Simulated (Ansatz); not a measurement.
BeTe:
```
CELL_PARAMETERS angstrom
      0.00000     2.83199     2.83199
      2.83199     0.00000     2.83199
      2.83199     2.83199     0.00000
ATOMIC_POSITIONS crystal
  Be 0.00000 0.00000 0.00000
  Te 0.25000 0.25000 0.25000
```

Relaxed with PBE. Special points in fractions of this cell's reciprocal vectors: Γ (0.000, 0.000, 0.000); X (0.500, 0.000, 0.500); U (0.625, 0.250, 0.625); K (0.375, 0.375, 0.750); L (0.500, 0.500, 0.500); W (0.500, 0.250, 0.750).

Problem. List the band energies nearest the valence-band maximum at these points for plane-wave PAW PBE (Ansatz code).

Solution. In eV from the valence-band maximum; about four levels below and three above (degenerate sets whole), none deeper than 8.9 eV; points with the same levels are listed once.

```
k              below                above
-  -----------------  -------------------
Γ     0.00 0.00 0.00       3.64 3.64 3.64
X  -5.02 -2.58 -2.58  2.03 2.70 9.64 9.64
U  -4.67 -3.78 -2.17       2.74 5.27 7.85
L  -5.42 -1.10 -1.10       3.04 4.62 4.62
W  -4.50 -3.60 -3.12       5.30 5.54 5.59
```

Space group F-43m (zinc blende). The PBE relaxation kept the symmetry of its start. Scalar-relativistic: spin–orbit coupling is off unless named, which matters more the heavier the elements.

Potentials: the earlier of the program's two PAW sets.
